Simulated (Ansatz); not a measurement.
AlFe (CsCl type, space group No. 221) at seven volumes, PBEsol in the plane-wave PAW code Ansatz, scaled uniformly. One row is withheld.

| V (Å³/atom) | P (GPa) |
|---|---|
| 10.478 | 21.87 |
| 10.823 | 13.41 |
| 11.168 | 6.18 |
| 11.514 | 0.00 |
| 11.859 | -5.28 |
| 12.205 | -9.77 |
| 12.550 | ? |

Problem. Fit the shown pressures and predict the withheld one.

Solution. P = (3/2)B₀(x^(7/2) − x^(5/2))[1 + (3/4)(B′ − 4)(x − 1)] with x = (V₀/V)^(2/3). Least squares on the six rows gives V₀ = 11.514 Å³/atom, B₀ = 190 GPa, B′ = 4.25. At V = 12.550, x = 0.9442 and P = -13.64 GPa. The run itself gave -13.57 GPa.

Space group Pm-3m (CsCl type). The cell was relaxed with PBEsol under the symmetry of its start. Magnetic state: ferromagnetic, chosen from 3 collinear starts compared on coarse meshes (ties went to the first, and starts can fall back to one state), not a proven ground state.

Potentials: the later of the program's two PAW sets.
